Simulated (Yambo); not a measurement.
A G0W0@PBEsol run in Yambo for SrO (rock salt, space group Fm-3m, No. 225) (4×4×4 Γ-centred k mesh, 130 bands and a 8 Ry block in the screening, 130 bands in G with the Bruneval-Gonze terminator, plasmon pole fitted at 27.2 eV) gives these matrix elements, in eV, at the band edges (Γ → X):

```csv
state,E0,<Vxc>,<Σx>,<Σc(E0)>,Z
valence edge,0.000,-18.776,-24.093,4.076,0.790
conduction edge,3.180,-9.541,-4.767,-3.778,0.857
```

### Question
Solve the linearised quasiparticle equation for both states, give the gap, and say how exchange and correlation each act on it.

### Answer
E = E0 + Z(Σx + Σc − Vxc). Valence: 0.000 + 0.790 × (-24.093 + (4.076) − (-18.776)) = -0.98 eV. Conduction: 3.180 + 0.857 × (-4.767 + (-3.778) − (-9.541)) = 4.03 eV. The gap is 5.01 eV, against 3.18 eV in PBEsol. Replacing Vxc by bare exchange alone would open it by 10.09 eV; correlation takes back 7.85 eV of that, and Z scales what is left. Nearest settings tried, and what they do to the gap: 80 bands in G: +15 meV; 80 bands in W, 80 bands in G: +44 meV. Not varied: block, mesh. So the settings aren't converged at that level. 

Geometry relaxed with PBEsol; primitive cell a = 3.620 Å, b = 3.620 Å, c = 3.620 Å, α = 60.00°, β = 60.00°, γ = 60.00°.
